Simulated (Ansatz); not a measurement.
CdI2:
```
CdI2
1.0
    4.24247     0.00000     0.00000
   -2.12124     3.67409     0.00000
    0.00000     0.00000     6.82394
Cd I
1 2
Direct
  0.00000   0.00000   0.00000
  0.33333   0.66667   0.25348
  0.66667   0.33333   0.74652
```

Tensor components refer to the Cartesian frame of this cell.

Give the high-frequency dielectric tensor and the Born effective charge tensors of the independent atoms from DFPT, DFT-PBE+D3(BJ) in the program Ansatz with PAW potentials.


ε∞:
```
5.74  0.00  0.00
0.00  5.74  0.00
0.00  0.00  4.95
```
Z* of atom 1 (Cd), rows: field, columns: displacement, in e:
```
2.98  0.00  0.00
0.00  2.98  0.00
0.00  0.00  1.78
```
Z* of atom 2 (I), rows: field, columns: displacement, in e:
```
-1.49   0.00   0.00
 0.00  -1.49   0.00
 0.00   0.00  -0.89
```

Static charges for comparison (Bader): Cd1 +0.79, I2 -0.39 e. Born charges measure polarisation by displacement and can exceed these by far.

Space group P-3m1 (CdI2 type). Symmetry was held in the PBE+D3(BJ) relaxation. Spin–orbit coupling is left out wherever it is not named.

Potentials: the later of the program's two PAW sets.
